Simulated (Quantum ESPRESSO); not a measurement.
TaLi4Rh2Ti, a curve over one atom's position

Computed values, not a measurement. The program is pw.x of Quantum ESPRESSO 7.5 (plane-wave density functional theory). The cell is made up: eight metal atoms on a hexagonal close-packed lattice, with elements, volume, strain and displacements drawn at random and not relaxed, so it may be unstable or far from any real phase. PseudoDojo standard norm-conserving files set the functional (PBE unless stated); there is no spin polarisation or spin-orbit coupling, the Fermi-Dirac width of 0.25 eV means electrons at about 2900 K, and the masses in the input are unused placeholders. Heavy elements are run without spin-orbit coupling, which real alloys of them have. A spin test at this wide smearing found no moment, but such smearing suppresses magnetism that the real alloy may have.

Seven runs move atom 7 (Rh, counted in the order of the input) along y and keep all else fixed.

Input of the run at -0.0105:

```
&control calculation='scf', pseudo_dir='./dojo.nc.sr.pbe.v0_5.standard.upf', outdir='./o', disk_io='minimal', tprnfor=.true., tstress=.true. /
&system ibrav=0, nat=8, ntyp=4, nbnd=49, ecutwfc=87.97787729, nosym=.true., tot_charge=0,
 occupations='smearing', smearing='fd', degauss=0.0183746611
/
&electrons conv_thr=1.470e-08, electron_maxstep=70, mixing_beta=0.5 /
ATOMIC_SPECIES
Li 1.0 Li.upf
Rh 1.0 Rh.upf
Ta 1.0 Ta.upf
Ti 1.0 Ti.upf
CELL_PARAMETERS angstrom
0.0 5.1125 0.0
2.9517 0.0 4.7481
2.9517 0.0 -4.7481
ATOMIC_POSITIONS angstrom
Ta 0.0376 0.0262 0.0975
Li 2.9037 0.0034 0.0854
Rh 2.9818 1.695 -2.3255
Li 2.9754 1.7764 2.3557
Li 1.5608 2.5876 -0.027
Ti 4.4493 2.6149 0.0568
Rh 1.4969 4.2415 -2.419
Li 1.4408 4.2509 2.341
K_POINTS automatic
5 5 5 1 1 1
```

```
shift of atom 7 along y (Å)  free energy less that of the input shown (eV)  Fx on atom 7 (eV/Å)  Fy on atom 7 (eV/Å)  Fz on atom 7 (eV/Å)  pressure (GPa)  iterations
                    -0.0554                                         0.0038                0.520                0.130               -0.384          -10.58          13
                    -0.0105                                         0.0000                0.505                0.042               -0.342          -10.59          13
                    +0.0186                                        -0.0005                0.494               -0.011               -0.315          -10.58          13
                    +0.0266                                        -0.0003                0.490               -0.025               -0.307          -10.58          13
                    +0.0410                                         0.0002                0.484               -0.050               -0.293          -10.57          13
                    +0.0527                                         0.0009                0.478               -0.070               -0.282          -10.56          13
                    +0.0767                                         0.0031                0.466               -0.110               -0.259          -10.53          13
```

A cubic fit gives dFy/dy = -1.83 eV/Å² at zero shift. Across the table the energy follows minus the integral of the force to 0.1 meV. A rerun of one of the cells at a higher cutoff and on a denser mesh moved values by no more than 0.003 eV in energy, 0.03 GPa in stress and 0.003 eV/Å in force, and a second program with other atomic files agreed on that cell to 2 % rms in force and 0.5 GPa in pressure.